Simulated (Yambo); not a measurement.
Yambo run on LaOF (space group P4/nmm, No. 129). The wavefunctions are PBEsol (pw.x of Quantum ESPRESSO, ONCV potentials, no spin-orbit coupling) ones on a 4×4×2 mesh (24 occupied bands); a = 4.069 Å, b = 4.069 Å, c = 5.814 Å, α = 90.00°, β = 90.00°, γ = 90.00°.

Yambo input:

```
rim_cut
gw0
dyson
el_el_corr
HF_and_locXC
ppa
em1d
RandQpts= 1000000
RandGvec= 1 Ry
EXXRLvcs= 110 Ry
VXCRLvcs= 440 Ry
Chimod= "HARTREE"
% BndsRnXp
 1 | 144 |
%
NGsBlkXp= 1 Ry
% LongDrXp
 1.0 | 1.0 | 1.0 |
%
PPAPntXp= 27.2114 eV
% GbndRnge
 1 | 144 |
%
GTermKind= "BG"
DysSolver= "n"
ExtendOut
% QPkrange
 7 | 7 | 24 | 25 |
 8 | 8 | 24 | 24 |
 12 | 12 | 25 | 25 |
%
```

k points by index: 7 = (0.25, 0.25, 0), 8 = (0.25, 0.25, -0.5), 12 = A.

Resulting energies as the program prints them:

```
#    K-point    Band    Eo [eV]    E [eV]    E-Eo [eV]    Vxc [eV]    Vnlxc [eV]    Sc|Eo [eV]    Sc|E [eV]    dSc/dw|Eo [eV]    Re(Z)    Im(Z)
#
    7    24    -0.080506    -1.235328    -1.154822    -19.02022    -23.89525    3.499169    3.720212    -5.207998    0.839354    -0.001064
    7    25    4.707918    8.052936    3.345017    -13.71581    -5.699839    -4.086325    -4.670956    -4.755725    0.851229    -0.001004
    8    24    0.000000    -1.193259    -1.193259    -19.29718    -24.21772    3.500221    3.727287    -5.177586    0.840142    -0.001055
    12    25    4.593650    7.931287    3.337637    -13.49064    -5.462953    -4.109520    -4.690052    -4.732824    0.851840    -0.991844E-3
```
(The two width columns are left out.) Convergence of these settings isn't established.

Geometry of the Materials Project entry, not relaxed at this level.

The structure is a Materials Project entry; no match was found in the copy of COD used, and its stability was not checked.
